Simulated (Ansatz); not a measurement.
## Two inputs for CsPb2Br5

Cell: a Materials Project structure (computed, not necessarily an observed phase), atoms as given.

```
CELL_PARAMETERS angstrom
-4.26861 4.26861 7.79295
4.26861 -4.26861 7.79295
4.26861 4.26861 -7.79295
ATOMIC_POSITIONS crystal
Cs 0.75000 0.75000 0.00000
Cs 0.25000 0.25000 0.00000
Pb 0.66742 0.83258 0.50000
Pb 0.33258 0.16742 0.50000
Pb 0.83258 0.33258 0.16516
Pb 0.16742 0.66742 0.83484
Br 0.50000 0.50000 0.00000
Br 0.00000 0.00000 0.00000
Br 0.71988 0.52739 0.50000
Br 0.28012 0.47261 0.50000
Br 0.02739 0.21988 0.50000
Br 0.97261 0.78012 0.50000
Br 0.52739 0.02739 0.80750
Br 0.47261 0.97261 0.19250
Br 0.21988 0.71988 0.19250
Br 0.78012 0.28012 0.80750
```

Atom numbers follow the list; atoms alike are taken as one site, whose name carries the number of the first.

Reference run. Computed with Ansatz: DFT, PBE, plane waves and PAW, scalar-relativistic, 420 eV cutoff, Γ-centred 5×5×5 k-points, Fermi–Dirac smearing 0.02 eV.

(1) The input is changed as follows: `scf.convergence.dr2_threshold`: not typed → 1e-11; `scf.lower_state_search`: not typed → light; `kpoints.mp_grid.grid`: [5, 5, 5] → [2, 2, 2]. What happens to V_zz (10²¹ V/m²) and η?

Results:

(1) 

```
site  atom  V_zz reference  η reference  V_zz changed  η changed
  Cs     1           -0.38         0.00         -0.25       0.00
  Pb     3           15.78         0.69         15.97       0.68
 Br7     7          -18.32         0.00        -18.21       0.00
 Br9     9            9.64         0.49          9.67       0.49
```

The largest change of V_zz is on Pb, from 15.78 to 15.97. In per cent, |V_zz| changes by +1 on Pb, -1 to 0 on Br (all sites that start above 0.5). SCF iterations: 6 and 10. In the changed run the k-mesh is coarser than the standard one, so its values aren't converged ones.

On the reference run: Spin–orbit coupling is left out, which shifts gradients on Pb by a few per cent, and by more where contributions nearly cancel.
